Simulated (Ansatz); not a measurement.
**Compressing NbB$_{2}$: a fit and a missing row**

NbB$_{2}$, P6/mmm, a = 3.102 Å, c = 3.323 Å. The structure is a COD entry; whether it is the stable form wasn't checked. Ansatz: r2SCAN, PAW, 500 eV, Γ-centred 18×18×14 mesh on 3 atoms, Gaussian smearing 0.10 eV; no spin polarisation. Shape and atoms are relaxed at each volume; pressure is positive in compression.

| V (Å³/atom) | P (GPa) |
| --- | --- |
| 8.125 | 48.66 |
| 8.402 | 33.58 |
| 8.679 | 20.64 |
| 8.956 | ? |
| 9.233 | 0.00 |
| 9.510 | -8.19 |
| 9.786 | -15.23 |
| 10.156 | -23.07 |

Take V0 = 9.233 Å³/atom, fit the third-order Birch–Murnaghan form to the other rows, and predict the missing pressure.

With the Eulerian strain f = ½[(V0/V)^(2/3) − 1] and y = P/[3f(1 + 2f)^(5/2)], the form is the line y = B0 + 1.5 B0 (B0′ − 4) f. Rows (f, y): 0.04448, 294.7; 0.03245, 294.8; 0.02106, 294.7; -0.00976, 293.8; -0.01902, 294.1; -0.03077, 292.9. Means f = 0.006407, y = 294.17; Σ(Δf)² = 0.004633, ΣΔfΔy = 0.09933; the slope is their ratio. y = 294.0 + 21.44 f GPa, so B0 = 294.0 GPa and B0′ = 4 + 2 × (21.44)/(3 × 294.0) = 4.05. At V = 8.956, f = 0.01026, y = 294.22 and P = 9.53 GPa. The run gave 9.55 GPa, so the fit is 0.02 GPa too low, within the rms miss on the fitted rows (0.03 GPa).

Cost: 8 runs of about 6.7 core-minutes in all, on Arm Neoverse V1 (shared hosts).